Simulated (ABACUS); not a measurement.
Input and output of a self-consistent single point for InAs (F-43m, 2 atoms in the cell; from Materials Project mp-20305) (ABACUS).

Computed with PBE, numerical atomic orbitals DZP (confined pseudo-atomic orbitals; energy shift 0.003 Ry), PseudoDojo 0.5 standard norm-conserving PBE (tails mended) pseudopotentials (ABACUS).

```yaml
crystal:
  lattice:
    - [0.00000, 3.05356, 3.05356]
    - [3.05356, 0.00000, 3.05356]
    - [3.05356, 3.05356, 0.00000]
  atoms:
    - { symbol: In, position: [0.75000, 0.75000, 0.75000] }
    - { symbol: As, position: [0.00000, 0.00000, 0.00000] }
```

Reference input (self-consistent single point, DFT, PBE, numerical atomic orbitals DZP (confined pseudo-atomic orbitals; energy shift 0.003 Ry), PseudoDojo 0.5 standard norm-conserving PBE (tails mended) pseudopotentials): basis = DZP numerical atomic orbitals, energy shift 0.003 Ry; KPT = Gamma 8 8 8 0 0 0; basis_type = lcao; ecutwfc = 100 Ry; smearing_method = fd; smearing_sigma = 0.00734986 Ry; potentials = PseudoDojo 0.5 standard norm-conserving PBE (tails mended); symmetry = 1; symmetry_prec = 1e-05; ks_solver = genelpa; scf_nmax = 100; scf_thr = 1.0e-06. This run's input differs from it in these lines:

```diff
@@ -53,3 +53,3 @@
 Gamma
-8 8 8 0 0 0
+8 8 8 0 0 0.5
```

Output, abridged:

```
 SELF-CONSISTENT
 -------------------------------------------

                  longest orb rcut (Bohr) = 9.9
   longest nonlocal projector rcut (Bohr) = 2.42
                     search radius (Bohr) = 24.6

                          real space grid = [ 54, 54, 54 ]
                                 init_chg = atomic

 LCAO ALGORITHM --------------- ION=   1  ELEC=   1--------------------------------

 Density error is 0.0420728708314
 E_KohnSham     -345.0069688330      -4694.0606258367
 E_Fermi        0.5627192182         7.6561877412

 LCAO ALGORITHM --------------- ION=   1  ELEC=   2--------------------------------

   [... lines left out ...]

   [... 5 blocks of this kind left out ...]

 LCAO ALGORITHM --------------- ION=   1  ELEC=   8--------------------------------

 Density error is 2.9891121064e-06
 E_KohnSham     -345.0105504496      -4694.1093562315
 E_Fermi        0.5953362700         8.0999654985

 LCAO ALGORITHM --------------- ION=   1  ELEC=   9--------------------------------

 Density error is 3.10294733515e-07
 E_KohnSham     -345.0105504497      -4694.1093562326
 E_KS(sigma->0) -345.0105301739      -4694.1090803655
 E_entropy(-TS) -0.0000405517        -0.0005517342
 E_Fermi        0.5953318877         8.0999058743
 charge density convergence is achieved
 final etot is -4694.1093562 eV
 EFERMI = 8.0999058743 eV

 STATE ENERGY(eV) AND OCCUPATIONS    NSPIN == 1
   [... 21 lines left out ...]

 --------------------------------------------
 !FINAL_ETOT_IS -4694.1093562325895618 eV
 --------------------------------------------
```

The run converged in 9 iterations. Against the reference run the free energy goes down by 1.4 meV/atom.

The atom-centred basis is finite, which shifts total energies against plane waves. A shifted mesh samples other points: it can miss Γ, where band edges often lie, and can lower the symmetry, which leaves small forces and shears. Forces and stress are left out: the polarisation orbitals used for some of these elements are too diffuse to give them reliably, and gaps can carry the same lack. This run is one point of a test of settings, so its values need not be converged; read them against the reference run alone. The structure comes from a collection of computed structures, made at another level of theory; the collection holds predicted forms beside known ones.

Cost on one core: around 13 core-seconds (rough).

The atomic orbitals were generated for these runs; they are not ABACUS's published sets and were checked against plane waves on a few crystals only.

“Tails mended”: in these copies of the files the far tail of each local potential was reset to the Coulomb form.
